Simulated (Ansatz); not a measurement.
Input:

InMo$_{2}$C:
```yaml
crystal:
  lattice:
    - [3.11243, 0.00000, 0.00000]
    - [-1.55622, 2.69545, 0.00000]
    - [0.00000, 0.00000, 13.95379]
  atoms:
    - { symbol: In, position: [0.33333, 0.66667, 0.75000] }
    - { symbol: In, position: [0.66667, 0.33333, 0.25000] }
    - { symbol: Mo, position: [0.33333, 0.66667, 0.08041] }
    - { symbol: Mo, position: [0.66667, 0.33333, 0.58041] }
    - { symbol: Mo, position: [0.66667, 0.33333, 0.91959] }
    - { symbol: Mo, position: [0.33333, 0.66667, 0.41959] }
    - { symbol: C, position: [0.00000, 0.00000, 0.00000] }
    - { symbol: C, position: [0.00000, 0.00000, 0.50000] }
```

This is the r²SCAN-relaxed structure. x, y and z are the axes in which the lattice vectors are written.

Q: All from plane-wave PAW r²SCAN (Ansatz code), unless another level is named. Predict the Young's modulus.

A: 228 GPa.

Q: What about the elastic constants (relaxed ions, GPa)?

A: C11 = 283, C12 = 99.6, C13 = 137, C33 = 313, C44 = 91.8.

Space group P6_3/mmc. The start of the workflow was typed in or built on a structure type; neither database checked (COD, Materials Project) lists it. Its standing as an ambient phase is unchecked. Symmetry was held in the r²SCAN relaxation; whether a distortion lowers the energy is not shown. The run is not spin-polarised. As this level gives no gap, shear constants depend on the k-mesh and smearing (Fermi–Dirac, 0.1 eV here).

Potentials: the earlier of the program's two PAW sets.
